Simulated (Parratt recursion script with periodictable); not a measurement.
## Peak EUV reflectivity of a Si/Mo multilayer on Si against the number of periods

| layer, from the top | thickness (Å) | density (g/cm³) | rms roughness of its top face (Å) | δ at 13.5 nm | β at 13.5 nm |
|---|---|---|---|---|---|
| Si (in each period) | 35.6 | 2.313 | 2 | 9.927 × 10⁻⁴ | 0.001813 |
| Mo (in each period) | 35.6 | 10.026 | 2 | 0.07476 | 0.006314 |
| Si (substrate) | – | 2.313 | 2 | 9.927 × 10⁻⁴ | 0.001813 |

The refractive index is n = 1 − δ + iβ; the runs take δ and β at each wavelength of the scan. Vacuum lies above.

Densities are inputs, not measurements. They were set from computed cells of the Materials Project: Si from entry mp-149 (Fd-3m, 2.313 g/cm³); Mo from entry mp-129 (Im-3m, 10.026 g/cm³). A layer's crystal structure does not enter its constants, only its composition and density.

Calculation: EUV and soft X-ray reflectivity, Parratt recursion, Névot-Croce roughness, Henke tables; Parratt recursion script with periodictable 1.7.1.

Light falls at α = 15° from the surface normal. It is p-polarised. The wavelength is scanned from 12.42 to 14.58 nm in 161 evenly spaced points, without smoothing. The peak is the highest scan point; its wavelength and height come from a parabola through R at that point and its two neighbours.

The runs differ in the number of periods N alone.

```
N    peak λ (nm)  peak R (%)
---  -----------  ----------
15        13.285           ?
20        13.285        54.3
60        13.307        68.0
120       13.308        68.1
```

Problem. Estimate the peak reflectivity for N = 15, trying the form R = R∞ tanh²(aN).

Solution. Take R∞ from the largest stack, 68.1 % at N = 120. For the shown row under 97 % of it, y = artanh[(R/R∞)^½] is 1.436 at N = 20, so a = 0.0718. This form gives tanh²y = 1.000 at N = 120, in keeping with the choice of R∞. At N = 15, y = 1.077 and R = 68.1 × tanh²y = 42.7 %.

The run gave 43.5 %, so the form misses by 0.8 points.
